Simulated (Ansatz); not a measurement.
## NbCo2: do energies and stresses tell the same story?

Computed with DFT PBEsol, scalar-relativistic, plane waves, PAW (Ansatz 0.2.0).

Settings: cutoff 420 eV, Γ-centred mesh 10×10×10 on the computed 6-atom cell, Gaussian smearing of 0.10 eV; no spin polarisation.

Relaxed cell: Fd-3m, a = 6.645 Å, b = 6.645 Å, c = 6.645 Å, α = 90.00°, β = 90.00°, γ = 90.00°, 6 atoms in the primitive cell. Whether it is the stable form of this composition wasn't checked.

Energies at zero smearing and pressures from the stress tensor, at volumes with shape and atoms relaxed:
```
V (Å³/atom) E − E(first) (meV/atom) P (GPa)
     11.494                     0.00    18.43
     11.861                   -30.23     8.48
     12.227                   -39.41     0.01
     12.594                   -30.71    -7.19
     12.961                    -6.81   -13.30
```

Task: Check P = −dE/dV between neighbouring volumes, and get the bulk modulus from the pressures alone.

Result: With 1 eV/Å³ = 160.2 GPa:
```tsv
middle V (Å³/atom)	−ΔE/ΔV (GPa)	mean P (GPa)
11.677	13.202	13.454
12.044	4.011	4.245
12.411	-3.799	-3.586
12.778	-10.441	-10.244
```

The two differ by 0.25 GPa at most. The mean of two end pressures misses the average over a step by about ΔV² P″/12, up to 0.13 GPa here; with that taken off 0.12 GPa remains. The stress is the derivative of the free energy, not of the energy at zero smearing, and with free energies 0.00 GPa remains. Around V = 12.227 Å³/atom, the two neighbours give B = −V ΔP/ΔV = 12.227 × 15.66 / 0.734 = 261.0 GPa, against B0 = 260.2 GPa from the Birch–Murnaghan fit of the energies.

Spin polarisation was left out, and a magnetic state may lie lower.

A ferromagnetic start lost its moments in a first run, so spin was left out; other magnetic orders weren't tried.

Cost: 6 runs of about 3.1 core-minutes in all, on Arm Neoverse V1 (shared hosts).